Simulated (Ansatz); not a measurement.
# Pt vacancy in EuGe3Pt, calculated

All numbers are calculated (PBEsol, collinear spin, no spin-orbit coupling; Ansatz, PAW set soft_2, 420 eV, k-mesh 4×4×2 shifted by half a step), not measured.

The relaxed host crystal (no gap at this level of theory):

```
Eu Ge Pt
1.0
    -2.22050    2.22050    4.97924
     2.22050   -2.22050    4.97924
     2.22050    2.22050   -4.97924
Eu Ge Pt
1 3 1
Direct
  0.99763 0.99763 0.00000
  0.40455 0.40455 0.00000
  0.75791 0.25791 0.50000
  0.25791 0.75791 0.50000
  0.64777 0.64777 0.00000
```

Supercell of 20 atoms, rows of the matrix [[-1,1,0],[-1,-1,-2],[-1,-1,0]] times the cell vectors; Pt vacancy at (0.648, 0.648, 0.000) in fractions of the cell above. Atoms are relaxed at the host's cell, from a start shaken by 0.05 Å near the defect. The cell loses 1 of its 4 Pt, so this is a heavily defective crystal.

Distances from the empty Pt site (Å), by shell of the perfect crystal:

```csv
shell,perfect crystal,"relaxed, charge 0"
5 Ge,2.47 (2.42 to 2.48),2.32 (2.23 to 2.34)
```

| charge | moment of the cell (μB) | gap of the cell on the mesh (eV) |
| --- | --- | --- |
| 0 | 27.19 | 0.00 |

At charge 0 the unpaired electrons sit on atoms with moments (μB): 4 Eu of 6.73.

Formation energy of the neutral defect: 2.46 eV, taking atoms from and to the elements' standard states (no corrections for gases), so it belongs to those chemical potentials alone.

Caveats: 4f shell without a U, which puts 4f levels too near the Fermi level; open f or d shells may hold a state above the lowest; small supercell, so energies and levels can be off by tenths of an eV; one random start near the defect, so other minima are possible.
